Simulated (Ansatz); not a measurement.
Computed properties of Sb$_{2}$W

Sb2W:
```yaml
crystal:
  lattice:
    - [5.01525, 1.80607, 0.00000]
    - [-5.01525, 1.80607, 0.00000]
    - [-4.09865, 0.00000, 7.12847]
  atoms:
    - { symbol: W, position: [0.14872, 0.85128, 0.19610] }
    - { symbol: W, position: [0.85128, 0.14872, 0.80390] }
    - { symbol: Sb, position: [0.84840, 0.15160, 0.46008] }
    - { symbol: Sb, position: [0.15160, 0.84840, 0.53992] }
    - { symbol: Sb, position: [0.59644, 0.40356, 0.89130] }
    - { symbol: Sb, position: [0.40356, 0.59644, 0.10870] }
```

Space group C2/m (No. 12); conventional cell a = 10.030 Å, b = 3.612 Å, c = 8.223 Å, α = γ = 90.00°, β = 119.90°.

Method: r²SCAN (plane waves, PAW; program Ansatz). Geometry: relaxed at this level of theory. Other levels are named where they apply.

### Cell and energy

```yaml
volume_per_atom: 21.52 Å³
density: 10.99 g/cm³
Formation energy from the elements (no fitted shifts): 0.28 eV/atom
```

### Electronic structure

```yaml
electronic_character: metallic (no gap)
Density of states at the Fermi level: 0.36 states/eV per atom (mean over ±0.08 eV)
```

### Charges

```yaml
bader_charges: W +0.33, Sb -0.22 to -0.11 e
```

The start of the workflow was typed in or built on a structure type; neither database checked (COD, Materials Project) lists it. Whether it is the stable phase at ambient conditions was not checked. The cell was relaxed with r²SCAN under the symmetry of its start; its stability against distortions is not shown here. The run is not spin-polarised. The volume moved by -21 % from the start of the relaxation. Its formation energy is positive at this level, so the cell may be metastable or incomplete. The references are the lowest solids computed at this level, not always the standard phases. Spin–orbit coupling is left out wherever it is not named.

Potentials: the earlier of the program's two PAW sets. The files were generated under PBE; for other functionals the program regenerates the frozen cores, and for LDA and PBEsol the local potential too.
